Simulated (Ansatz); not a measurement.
Values for one crystal, relaxed and computed with LDA (plane waves, PAW; program Ansatz); other levels are named.

Volume per atom: 16.25 Å³
Band gap: 0.22 eV (indirect)
Young's modulus: 112 GPa
Debye temperature from the elastic constants: 410 K
Valence-band maximum: at A
Mechanical stability: stable (all eigenvalues of C positive)
Bulk modulus (Birch–Murnaghan fit): 56.2 GPa

Problem. Pick the material that matches.
A) Sb2Se3, Pnma (Pearson symbol oP20)
B) AgBr, rock salt
C) SiO2, rutile
D) CaGaGeH, P3m1 (Ca on 1b, Ga on 1a, Ge on 1c, H on 1a)

Solution. D, CaGaGeH, P3m1 (Ca on 1b, Ga on 1a, Ge on 1c, H on 1a)

The first step of the workflow began from a Materials Project structure, measured or hypothetical; the Crystallography Open Database files this formula in space group No. 156, but the cells were not matched. Its standing as an ambient phase is unchecked. The cell was relaxed with LDA under the symmetry of its start; of distortions, only those at the zone centre were tested. Spin–orbit coupling is left out wherever it is not named.

Potentials: the later of the program's two PAW sets.
